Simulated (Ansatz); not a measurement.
NaH:
```
CELL_PARAMETERS angstrom
      0.00000     2.34487     2.34487
      2.34487     0.00000     2.34487
      2.34487     2.34487     0.00000
ATOMIC_POSITIONS crystal
  Na 0.00000 0.00000 0.00000
  H  0.50000 0.50000 0.50000
```

x, y and z are the axes in which the lattice vectors are written.

Q: Give the high-frequency dielectric tensor and the Born effective charge tensors of the independent atoms from DFPT, LDA in the plane-wave PAW code Ansatz.

A: 
ε∞:
```
3.34  0.00  0.00
0.00  3.34  0.00
0.00  0.00  3.34
```
Z* of atom 1 (Na), rows: field, columns: displacement, in e:
```
0.95  0.00  0.00
0.00  0.95  0.00
0.00  0.00  0.95
```
Z* of atom 2 (H), rows: field, columns: displacement, in e:
```
-0.95   0.00   0.00
 0.00  -0.95   0.00
 0.00   0.00  -0.95
```

Space group Fm-3m (rock salt). Symmetry was held in the LDA relaxation; phonons on a q-mesh show no instability.

Potentials: the later of the program's two PAW sets.
